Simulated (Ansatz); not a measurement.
**Calculated quadrupolar parameters for HfO2 under strain**

The cell is a structure deposited in the COD, relaxed with PBE at fixed cell and then changed (z compressed by 1 %, ions relaxed).

```
Hf O
1.0
     0.00000    2.55750    2.53193
     2.55750    0.00000    2.53193
     2.55750    2.55750    0.00000
Hf O
1 2
Cartesian
  0.0000 0.0000 0.0000
  1.2788 1.2788 1.2660
  3.8363 3.8363 3.7979
```

Sites (sets of like atoms) are named by element and the number of their first atom in this list.

Method: Kohn–Sham DFT in Ansatz, PBE, plane waves and PAW, scalar-relativistic, 420 eV cutoff, Γ-centred 10×10×10 k-points, Fermi–Dirac smearing 0.02 eV.

C_Q = eQV_zz/h, which is 24.18 MHz for Q = 1 b and V_zz = 10²¹ V/m²; η = (V_xx − V_yy)/V_zz. ν_Q = 3|C_Q|/[2I(2I − 1)].

¹⁷⁷Hf: I = 7/2, Q = 3365 mb; O-17: I = 5/2, Q = -25.58 mb. Nuclear quadrupole moments: year-2017 set (Pyykkö).

(1) What field gradients does the calculation give at each kind of site?

## Answers

(1) 

```tsv
site	atoms (order as listed)	first shell	C_Q (MHz)	η	ν_Q (MHz)
Hf	1	8 O at 2.21 Å	98.8	0.00	7.06
O	2, 3	4 Hf at 2.21 Å	0.220	0.00	0.033
```

An axis of threefold or higher order runs through Hf and O, so V_zz lies along it and η is zero.

Without spin–orbit coupling the gradients at and beside Hf can be off by some per cent, at some sites by more.

The relaxation (1 step) took 6.1 s of wall time (6 s of CPU time) and 0.5 GiB at its peak, on 1 thread of Intel Xeon Platinum 8488C (Sapphire Rapids) (x86_64; 16 cores open to the job, memory cap 3.0 GiB, no GPU), a shared host with a load of 0.3 a core.
